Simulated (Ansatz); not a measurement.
This run works on a generated trial structure, not on a known crystal.

Input and command of a plane-wave DFT calculation in Ansatz:

```yaml
crystal:
  lattice:
    - [0.0, 4.80101829, 4.80101829]
    - [4.80101829, 0.0, 4.80101829]
    - [4.80101829, 4.80101829, 0.0]
  atoms:
    - { symbol: Si, position: [0.625, 0.625, 0.625] }
    - { symbol: Si, position: [0.625, 0.625, 0.125] }
    - { symbol: Si, position: [0.625, 0.125, 0.625] }
    - { symbol: Si, position: [0.125, 0.625, 0.625] }
    - { symbol: Sn, position: [0.0, 0.0, 0.0] }
    - { symbol: Sn, position: [0.25, 0.25, 0.25] }
    - { symbol: Se, position: [0.125, 0.125, 0.125] }
    - { symbol: Se, position: [0.125, 0.125, 0.625] }
    - { symbol: Se, position: [0.125, 0.625, 0.125] }
    - { symbol: Se, position: [0.625, 0.125, 0.125] }
basis:
  ecutwfc: 420
kpoints:
  mp_grid: { grid: [4, 4, 4] }
hamiltonian:
  xc: pbe
scf:
  occupations: { method: gaussian, width: 0.1 }
  lower_state_search: "off"
output:
  forces: true
  stress: true
  eigenvalues: true
relax:
  adjacent_minimum: "off"
  f_tol: 0.04
  max_steps: 70
  cell: { stress_tol: 0.4 }
```

```bash
ansatz run input.yaml --threads 1 --pin off --max-ram 2560MiB --backend cpu --events-out ev --progress --plain --runs-dir out
```

Processor: Intel(R) Xeon(R) Platinum 8488C (Sapphire Rapids), 1 thread, on a host shared with other jobs.

Q: How long does it run, and how much memory does it take?

A: About 70 s, peak memory 0.75 GiB. It solves 65 bands at 8 k points (after reduction by symmetry) with about 7391 plane waves (on the last cell), in 64 SCF iterations over 9 ionic steps.
